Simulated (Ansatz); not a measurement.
Mo$_{3}$Ir (A15 (Cr3Si type), Pm-3n), a = 4.9677 Å, b = 4.9677 Å, c = 4.9677 Å, α = 90.00°, β = 90.00°, γ = 90.00°.

Relaxed with r²SCAN.

Task: Which orbitals make up the states near the Fermi level in r²SCAN (plane waves, PAW; program Ansatz)?

Result: Within 0.5 eV of the Fermi level: Mo 4d 70 %, Ir 5d 23 %. Projections are on Löwdin-orthogonalised atomic valence shells; empty p or d shells of many metals are not among them.

Task: Tabulate the density of states.

Result: States/eV per cell of 8 atoms, in 0.25 eV bins, energy from the Fermi level.

| E (eV) | total | Mo 4d | Ir 5d | Mo 5s |
|---|---|---|---|---|
| -7.85 | 0.46 | 0.01 | 0.00 | 0.30 |
| -7.60 | 0.58 | 0.02 | 0.00 | 0.36 |
| -7.35 | 0.71 | 0.04 | 0.00 | 0.43 |
| -7.10 | 0.90 | 0.08 | 0.01 | 0.51 |
| -6.85 | 1.12 | 0.14 | 0.01 | 0.58 |
| -6.60 | 1.48 | 0.32 | 0.02 | 0.62 |
| -6.35 | 2.99 | 1.23 | 0.07 | 0.72 |
| -6.10 | 4.95 | 2.54 | 0.15 | 0.68 |
| -5.85 | 6.10 | 2.84 | 1.65 | 0.88 |
| -5.60 | 11.24 | 5.50 | 4.23 | 1.03 |
| -5.35 | 10.27 | 4.93 | 3.85 | 1.15 |
| -5.10 | 8.49 | 4.05 | 3.31 | 0.88 |
| -4.85 | 6.39 | 3.16 | 2.53 | 0.47 |
| -4.60 | 9.47 | 3.89 | 5.06 | 0.28 |
| -4.35 | 18.26 | 8.13 | 9.52 | 0.25 |
| -4.10 | 9.30 | 4.08 | 4.83 | 0.20 |
| -3.85 | 4.19 | 1.96 | 1.95 | 0.19 |
| -3.60 | 5.43 | 2.85 | 2.16 | 0.28 |
| -3.35 | 10.50 | 6.02 | 3.84 | 0.41 |
| -3.10 | 12.98 | 9.06 | 2.82 | 0.67 |
| -2.85 | 8.27 | 5.63 | 1.65 | 0.61 |
| -2.60 | 9.57 | 6.82 | 1.51 | 0.67 |
| -2.35 | 9.40 | 6.75 | 1.57 | 0.60 |
| -2.10 | 10.58 | 7.49 | 1.81 | 0.60 |
| -1.85 | 8.35 | 5.83 | 1.26 | 0.64 |
| -1.60 | 5.89 | 4.05 | 0.92 | 0.45 |
| -1.35 | 6.26 | 4.48 | 0.79 | 0.51 |
| -1.10 | 4.43 | 3.07 | 0.67 | 0.39 |
| -0.85 | 4.41 | 3.15 | 0.80 | 0.24 |
| -0.60 | 6.34 | 4.68 | 1.20 | 0.20 |
| -0.35 | 8.19 | 5.88 | 1.75 | 0.28 |
| -0.10 | 8.81 | 6.09 | 2.14 | 0.31 |
| 0.15 | 8.96 | 6.25 | 2.31 | 0.20 |
| 0.40 | 6.90 | 4.89 | 1.54 | 0.21 |
| 0.65 | 5.86 | 4.37 | 1.06 | 0.21 |
| 0.90 | 4.24 | 3.26 | 0.74 | 0.12 |
| 1.15 | 7.82 | 6.39 | 1.17 | 0.13 |
| 1.40 | 7.29 | 6.44 | 0.66 | 0.09 |
| 1.65 | 6.74 | 5.74 | 0.71 | 0.16 |
| 1.90 | 7.41 | 5.97 | 0.96 | 0.31 |
| 2.15 | 11.06 | 8.98 | 1.45 | 0.36 |
| 2.40 | 8.97 | 7.63 | 0.96 | 0.20 |
| 2.65 | 11.11 | 9.54 | 1.11 | 0.22 |

The first step of the workflow began from a Materials Project structure, measured or hypothetical; the Crystallography Open Database copy checked does not list it. Whether it is the stable phase at ambient conditions was not checked. Symmetry was held in the r²SCAN relaxation; whether a distortion lowers the energy is not shown. No spin polarisation was allowed. Spin–orbit coupling is left out wherever it is not named.

Potentials: the later of the program's two PAW sets.
